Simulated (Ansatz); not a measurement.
# Calculated with Ansatz: AgSF₆, settings compared

The input file (Ansatz 0.2.0, plane waves):

```yaml
crystal:
  lattice:
    - [5.097383, 0.0, 0.0]
    - [-2.477236, 4.509793, 0.0]
    - [0.0674, -2.689497, 4.816126]
  atoms:
    - { symbol: F, position: [0.2508, 0.8537, 0.7367] }
    - { symbol: F, position: [0.7492, 0.1463, 0.2633] }
    - { symbol: F, position: [0.5758, 0.4399, 0.7232] }
    - { symbol: F, position: [0.4242, 0.5601, 0.2768] }
    - { symbol: F, position: [0.8644, 0.1243, 0.7376] }
    - { symbol: F, position: [0.1356, 0.8757, 0.2624] }
    - { symbol: Ag, position: [0.0, 0.0, 0.0] }
    - { symbol: S, position: [0.5, 0.0, 0.5] }
kpoints:
  mp_grid: { grid: [4, 5, 4], shift: [0.5, 0.5, 0.0] }
magnetization:
  spin_polarized: false
scf:
  occupations: { method: cold, width: 0.0871 }
hamiltonian:
  pseudopotentials: { kind: paw }
  xc: pbe
basis:
  ecutwfc: 420
output:
  forces: true
  stress: true
  eigenvalues: true
  write_density: true
  write_potential: true
  elf: true
  volumetric_format: npy
```

Launch command:

```bash
ansatz run input.yaml --threads 1 --pin off --max-ram 2560MiB --backend cpu --events-out ev --progress --plain --runs-dir out
```

Origin of the cell: a known structure type with other elements, at an estimated volume, so it need not be a known compound.

Output of this run (shortened):

```
SCF iter   1: F=—  HF=-13335.559343 eV  Δρ=4.45e-3  dr2=1.26e-2  defer=26
SCF iter   2: F=—  HF=-13335.561557 eV  S|Δr|=    0.00e0  Δρ=3.19e-3  dr2=1.33e-2  defer=44
SCF iter   3: F=—  HF=-13335.558947 eV  S|Δr|=    0.00e0  Δρ=1.04e-3  dr2=8.37e-4  defer=44
SCF iter   4: F=—  HF=-13335.558826 eV  S|Δr|=    0.00e0  Δρ=4.32e-4  dr2=1.81e-4  defer=44
SCF iter   5: F=—  HF=-13335.558811 eV  S|Δr|=    0.00e0  Δρ=2.61e-4  dr2=7.16e-5  defer=44
SCF iter   6: F=—  HF=-13335.558801 eV  S|Δr|=    0.00e0  Δρ=9.55e-5  dr2=9.49e-6  defer=44
SCF iter   7: F=—  HF=-13335.558800 eV  S|Δr|=    0.00e0  Δρ=3.68e-5  dr2=1.15e-6  defer=44
SCF iter   8: F=—  HF=-13335.558800 eV  S|Δr|=    0.00e0  Δρ=1.70e-5  dr2=2.03e-7  defer=44
SCF iter   9: F=-13335.558800 eV  HF=-13335.558800 eV  S|Δr|=    0.00e0  Δρ=3.15e-6  dr2=7.47e-9
SCF 1 converged in 9 iterations: F = -13335.558800 eV  dr2 = 7.47e-9
SCF converged after 9 iterations
Stability not checked: this state was not tested for a lower state beside it, because cold or Methfessel-Paxton smearing, or corrected tetrahedra, fill the levels in a way that the test cannot read (fill_not_monotonic; […]
Free energy (F): -13335.558800 eV
Harris-Foulkes:  -13335.558800 eV  (|F-HF|=4.17e-9)
Internal energy: -13335.559256 eV  (E = F + TS)
E sigma→0 (E₀):  -13335.558952 eV
Entropy (-TS):   0.000456 eV (0.057 meV/atom)
Fermi energy:    3.251747 eV
--- Per-component energies (eV) ---
  E_band       = -747.881681
  E_kinetic    = 1851.597897
  E_local      = -7387.740367  (includes V_loc(G=0)·N_el)
  E_nonlocal   = 554.628495
  E_hartree    = 2983.276607
  E_xc         = -751.992392
  E_vxc        = -924.505001  (∫ρ·V_xc dr)
  E_paw        = -5701.973656  (= ΣΔE_a)
  E_vpaw       = -808.434559  (= ΣTr[D̂ρ^β])
  E_aug_tail   = 0.012508  (compensation charges beyond the density's cutoff)
  E_ewald      = -4883.368347
  E_smearing   = 0.000456  (= −TS)
  Σ components = -13335.558800   (vs F -13335.558800, Δ=0.00e0)
--- Forces (eV/Å), atoms counted from 1 ---
  atom   1  F      1.161422     0.719877    -1.111404
[… 2 lines left out …]
  atom   4  F     -0.464839     1.310692     0.973116
  atom   5  F     -1.281347     0.555082    -1.098208
  atom   6  F      1.281347    -0.555082     1.098208
  atom   7  Ag     0.000000     0.000000     0.000000
  atom   8  S      0.000000     0.000000     0.000000
  max |Σ_I F_I| component: 0.00e0 eV/Å
--- Stress (GPa, compression-positive) ---
        1.371533      -0.497209      -0.305500
       -0.497211      -1.925900      -2.920864
       -0.305499      -2.920856       0.658229
  P = ⅓ Tr σ = 0.0346 GPa (0.346 kbar)
```

The same input was run again with these changes:

1. `accuracy` default → high
2. `hamiltonian.dispersion` default → d4
3. `basis.ecutrho_ratio` default → 8; `kpoints.mp_grid.grid` [4, 5, 4] → [2, 2, 2]
4. `scf.eigensolver.kind` default → davidson

| run | end | SCF iterations | P (GPa) | max force component (eV/Å) | moment (μB) | ΔE(σ→0) (meV/atom) |
| --- | --- | --- | --- | --- | --- | --- |
| base | converged | 9 | 0.03 | 1.311 | – | 0 |
| 1 | converged | 11 | 0.03 | 1.311 | – | 0.00 |
| 2 | converged | 9 | -1.41 | 1.308 | – | – |
| 3 | converged | 9 | 0.02 | 1.428 | – | 10.43 |
| 4 | converged | 8 | 0.03 | 1.311 | – | 0.00 |

Energies are compared only where functional, datasets, charge and starting cell are the same.

Not properties of the system: run 3 (too coarse or loose: `kpoints.mp_grid.grid` = [2, 2, 2]).

Caveats of the base run: no moments, though an odd count or open d shells may carry them; the k mesh is coarse if the cell is a metal.

Time of the base run: 12 s of wall time on 1 CPU thread(s) of a shared host, from the program's own first density.
